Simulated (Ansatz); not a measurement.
**One run on GdMg (Pm-3m): cone of 15 degrees at 0 of the way from Γ to M**

Computed with DFT, PBEsol, PAW with Ansatz's default frozen-core files, scalar-relativistic in Ansatz.

Command: `ansatz run input.yaml --threads 2 --pin off --max-ram 5120MiB --backend cpu --events-out ev --progress --plain --runs-dir out`

```yaml
crystal:
  lattice:
    - [3.824, 0.0, 0.0]
    - [0.0, 3.824, 0.0]
    - [0.0, 0.0, 3.824]
  atoms:
    - { symbol: Gd, position: [0.0, 0.0, 0.0], spin: 7.2, spin_axis: [0.25881905, 0.0, 0.96592583] }
    - { symbol: Mg, position: [0.5, 0.5, 0.5] }
magnetization:
  noncollinear: true
  spin_spiral: { q: [0.0, 0.0, 0.0] }
  spin_locking: { lock_directions: true }
kpoints:
  mp_grid: { grid: [10, 10, 10] }
scf:
  occupations: { method: fermi_dirac, width: 0.05 }
hamiltonian:
  xc: pbesol
  pseudopotentials: { kind: paw }
output:
  eigenvalues: false
```

The program prints:

```
Warning: magnetization.spin_spiral: disabling space-group detection — beside a Hubbard shell, its report or a lock it is not worked out which of the operations that keep the spiral keep those too, and one that does not would average them into another order's, and files of the run's orbitals state none, so no spatial operation reduces the k-mesh or symmetrises the density; of a planar spiral with n …
settings of this run that can trade accuracy for cost: output.eigenvalues: false. Do not mix this run's numbers with those of runs without the same settings; the input reference describes each key
band count auto-derived: 42, from the close of a first SCF at 36 (N_el = 28.0; filled up to band 28; 36 by the electrons, moments and atoms)
Engine: ansatz 0.2.0
Pseudopotentials: kind: paw
Pseudopotential: Gd, paw, valence charge 18, recommended cutoff 420 eV (normal), Gd.paw.azcp
Pseudopotential: Mg, paw, valence charge 10, recommended cutoff 420 eV (normal), Mg.paw.azcp
Functional definition: PBEsol
  exchange = pbesol_x
  correlation = pbesol_c
Crystal: 2 atoms, lattice volume = 55.918 Å³
Basis set: ecut = 420 eV, 1045 PW (Γ)
Bands: 36, of which v1, the nominal top of the filled ones, is band 28 counted from 1 (27 counted from 0)
Symmetry: 1 space group operations
k-points: 1000
Spin spiral: q = (0, 0, 0) of the reciprocal vectors; moments are told in the frame that turns with it, a site's in that at the site
Non-local potential: Gd, projectors of the file, l = 0: 3, l = 1: 2, l = 2: 2, l = 3: 3
Non-local potential: Mg, projectors of the file, l = 0: 3, l = 1: 2, l = 2: 1
PAW form: soft (Blöchl's): semilocal exchange-correlation on the pseudo side does not see the compensation charge
PAW frozen core: Gd, regenerated for the run's functional, and the local potential with it (the file was generated under x = pbe(κ = 0.804, μ = 0.2195149727645171), c = pbe(β = 0.06672455060314922))
PAW frozen core: Mg, regenerated for the run's functional, and the local potential with it (the file was generated under x = pbe(κ = 0.804, μ = 0.2195149727645171), c = pbe(β = 0.06672455060314922))
PAW one-centre angular grid: Gd, 590 points (default); XC on 64 Gauss nodes
PAW one-centre angular grid: Mg, 110 points (default); XC on 64 Gauss nodes
Initial density: superposition of atomic densities (chi_scale 0.1, normalization cell)
Starting moments: Σ|m| = 7.2 μB on 1 of 2 sites
Initial wavefunctions: pseudopotential atomic-orbital guess
Functional: x = pbesol(κ = 0.804, μ = 0.12345679012345678), c = pbesol(β = 0.046)
SCF iter   1: F=-11139.067720 eV  HF=-11137.789549 eV  |F-HF|=1.28e0  |Δ(HF+E_count)|=         —  Δρ=3.83e-1  dr2=1.09e0  dr2_m=2.01e1  ethr=3.10e-3  |M|=8.00e0 ∫|m|=8.00e0 μB  |m|>n=0.0e0 m-floor=0.0e0 τ_xc=1.0e-9 mc-row=0.0e0  β_m=0.30  ⟨swp⟩=6.1  Hψ=134060  notcnv=0
preconditioner: auto → Kerker (q_TF=auto, 2.431 Å⁻¹)  [metal: Δε(μ)=0.044 eV  Ē_g=6.271 eV  σ=0.050 eV  W_gap=0.22  n_scr=18 (ndim 8)  ℏωp=19.2 eV  f_vac=0.000  D(μ)=1.29/eV (n_scr^D=6)]
[...]
SCF 1, on 36 bands, converged in 14 iterations: F = -11140.204327 eV; the run's SCF on all bands comes behind
[...]
Absolute magnetization: 7.6059 μB (∫|m|, with the PAW one-centre terms)
  site 0: m = (+1.8633, -0.0000, +6.9540) μB, |m| = 7.1994 μB  (R = 1.37 Å)
  site 1: m = (+0.0122, -0.0000, +0.0455) μB, |m| = 0.0471 μB  (R = 1.37 Å)
--- Magnetisation constraints (ε_frz = 1.0e-4 eV) ---
  site  kind           target                            achieved (μB)             |Δ|max (μB)  g (eV/μB)                    λ_eff  esc  ok   flags
  0     per_site_axis  ê (+0.259, +0.000, +0.966) ≥0.00  (+1.863, -0.000, +6.954)  1.07e-5      (+2.1e-5, -1.8e-5, -5.7e-6)  1.000  0    yes
Free energy (F): -11140.204327 eV
Harris-Foulkes:  -11140.204327 eV  (|F-HF|=8.00e-10)
Internal energy: -11140.184141 eV  (E = F + TS)
E sigma→0 (E₀):  -11140.194234 eV
Entropy (-TS):   -0.020186 eV (-10.093 meV/atom)
Fermi energy:    9.337466 eV
--- Per-component energies (eV) ---
  E_band       = -398.110841
  E_kinetic    = 476.234303
  E_local      = -3779.091205  (includes V_loc(G=0)·N_el)
  E_nonlocal   = 390.620765
  E_hartree    = 1467.477981
  E_xc         = -258.537661
  E_vxc        = -287.270857  (∫ρ·V_xc dr)
  E_paw        = -6629.016474  (= ΣΔE_a)
  E_vpaw       = -133.560580  (= ΣTr[D̂ρ^β])
  E_aug_tail   = -0.000001  (compensation charges beyond the density's cutoff)
  E_constr_dc  = 0.000000  (∫m·b dr)
  E_ewald      = -2808.591882
  E_core_change = 0.720033  (= ΣΔE_core)
  E_smearing   = -0.020186  (= −TS)
  E_closure    = -0.000000  (closes the sum)
  E_penalty    = 0.000000  (constraint; not in F)
  Σ components = -11140.204327   (vs F -11140.204327, Δ=0.00e0)
settings of this run that can trade accuracy for cost: output.eigenvalues: false. Do not mix this run's numbers with those of runs without the same settings; the input reference describes each key
```

Site moments (μB): Gd1 7.20, Mg2 0.05. Cell moment 7.60 μB in the turning frame.

The PAW files were made with PBE; the program remakes their cores once for the run's functional and then keeps them frozen. Without U a semilocal functional puts the f levels too near the Fermi level, which can change moments and the order of magnetic states; site and cell moments are spin moments. Spin–orbit coupling is left out although heavy atoms are present. With open f shells a run can end in a state that isn't the lowest. The magnetic state is the one that this cell and start allow. It needn't be the compound's measured order, which may need a larger cell or be absent.

It took 8.5 min on 2 threads of Arm Neoverse V2, on a shared host, peak memory 3.3 GiB.
